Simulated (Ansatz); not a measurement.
Here is the system:

SiO2:
Space group P3₂21 (No. 154); a = b = 4.920 Å, c = 5.416 Å, α = β = 90.00°, γ = 120.00°

| atom | site | symmetry | x | y | z |
|---|---|---|---|---|---|
| Si | 3a | .2. | 0.5311 | 0.5311 | 0.0000 |
| O | 6c | 1 | 0.2692 | 0.4131 | 0.2156 |

This is the r²SCAN-relaxed structure.

Question: All from DFT-r²SCAN in the program Ansatz with PAW potentials, unless another level is named. Estimate the Debye temperature from the elastic constants.

Answer: 571 K.

Question: And the vibrational entropy at 300 K?

Answer: 13.9 J/(K·mol of atoms).

Question: And the zero-point energy?

Answer: 105.4 meV/atom.

Space group P3_221. The r²SCAN relaxation kept the symmetry of its start; phonons on a q-mesh show no instability.

Potentials: the earlier of the program's two PAW sets.
